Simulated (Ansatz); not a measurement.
A geometry of O2 away from equilibrium: step 2 of the relaxation of a generated cell, O2 built in the AFLOW prototype A_hR2_166_c. All values below come from r2SCAN (plane waves to 500 eV, PAW, scalar-relativistic; Ansatz, a first-principles code). Γ-centred k-mesh 12×12×12 on the run's cell, Fermi–Dirac smearing 0.05 eV. The plane waves were selected for a different cell earlier on the path.

```xyz
2
Lattice="1.6582 0.9574 3.7765 -1.6582 0.9574 3.7765 0.0000 -1.9147 3.7765" Properties=species:S:1:pos:R:3 pbc="T T T"
O      0.0000     0.0000     0.6057
O      0.0000     0.0000    10.7239
```
Spin-polarised start, with parallel moments on O.

Give the Cartesian forces on all atoms (eV/Å).


| atom | Fx | Fy | Fz |
|---|---|---|---|
| O1 | 0.00 | 0.00 | -0.36 |
| O2 | 0.00 | 0.00 | 0.36 |

The path ends in R-3m (No. 166) (AFLOW prototype A_hR2_166_c (as in O2)). Spin state reached: ferromagnetic (net 1.00 μB/atom), from parallel starting moments; other spin orders were not run from this start. One molecule in the cell forces parallel spins. No dispersion correction is included, so spacings between layers, chains or molecules are soft and tend to come out too large.

The run could not lose the symmetry of its start: the end is stationary, and may be a saddle point rather than a minimum.

The end of the path is a generated cell of O2: the first start was made by placing the elements on the sites of a structure type, and the end was not matched to a known phase here, so it may be hypothetical. A known form of O2 has the same space group; whether the sites agree was not checked.
